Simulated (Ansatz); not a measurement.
Total density of states per atom from r²SCAN in the plane-wave PAW code Ansatz, in 0.25 eV bins, energy from the Fermi level:

(E (eV), states/eV/atom): (-7.85, 0.00); (-7.60, 0.00); (-7.35, 0.00); (-7.10, 0.02); (-6.85, 0.36); (-6.60, 0.43); (-6.35, 0.34); (-6.10, 0.36); (-5.85, 0.38); (-5.60, 0.36); (-5.35, 0.34); (-5.10, 0.28); (-4.85, 0.25); (-4.60, 0.27); (-4.35, 0.31); (-4.10, 0.40); (-3.85, 0.60); (-3.60, 0.65); (-3.35, 0.56); (-3.10, 0.57); (-2.85, 0.57); (-2.60, 0.53); (-2.35, 0.58); (-2.10, 0.61); (-1.85, 0.37); (-1.60, 0.23); (-1.35, 0.12); (-1.10, 0.12); (-0.85, 0.17); (-0.60, 0.16); (-0.35, 0.20); (-0.10, 0.28); (0.15, 0.35); (0.40, 0.30); (0.65, 0.34); (0.90, 0.65); (1.15, 0.54); (1.40, 0.62); (1.65, 0.73); (1.90, 0.70); (2.15, 0.91); (2.40, 0.91); (2.65, 0.76); (2.90, 0.93); (3.15, 1.02); (3.40, 0.75); (3.65, 0.72); (3.90, 0.58); (4.15, 0.42); (4.40, 0.47)

**Question.** Pick the material that matches.
A) BaCd2Sb2, P-3m1 (Ba on 1a, Cd on 2d, Sb on 2d)
B) EuGe2Ru2, I4/mmm (Eu on 2a, Ge on 4e, Ru on 4d)
C) YAl2Ge2, P-3m1 (Y on 1a, Al on 2d, Ge on 2d)
D) YMg3, Fm-3m (Y on 4a, Mg on 8c, Mg on 4b)

**Answer.** C, YAl2Ge2, P-3m1 (Y on 1a, Al on 2d, Ge on 2d). Within 0.5 eV of the Fermi level: Y 4d 45 %, Al 3p 18 %, Al 3s 14 %, Ge 4p 13 %. Projections are on Löwdin-orthogonalised atomic valence shells; empty p or d shells of many metals are not among them.

The first step of the workflow began from a Materials Project structure, measured or hypothetical; the Crystallography Open Database files this formula in space group No. 164, but the cells were not matched. Its standing as an ambient phase is unchecked. Symmetry was held in the r²SCAN relaxation; whether a distortion lowers the energy is not shown. No spin polarisation was allowed. Scalar-relativistic: spin–orbit coupling is off unless named, which matters more the heavier the elements.

Potentials: the later of the program's two PAW sets.
